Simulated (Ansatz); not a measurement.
# Nb (omega (AlB2-type)): energy against volume

These are results of Ansatz 0.2.0, DFT, LDA (PW92), plane waves (420 eV) with PAW, scalar-relativistic, not measurements. The PAW files were generated under PBE, with cores re-solved for the functional.

The cell is scaled uniformly from the relaxed one, with fractional coordinates and shape fixed. Energies are extrapolated to zero smearing, pressures are those at the given smearing. Magnetic state: spin not included.

A Birch-Murnaghan fit gives V₀ = 17.45 Å³/atom, B₀ = 186 GPa, B₀′ = 3.8.

(1) What are the energy above the minimum and the pressure at 16.067 Å³/atom?

(2) What are the energy above the minimum and the pressure at 18.163 Å³/atom?

(3) What are the energy above the minimum and the pressure at 19.560 Å³/atom?

Results:

(1) 72.9 meV/atom and 18.21 GPa as computed.

(2) 15.7 meV/atom and -6.64 GPa as computed.

(3) 122.5 meV/atom and -16.78 GPa as computed.
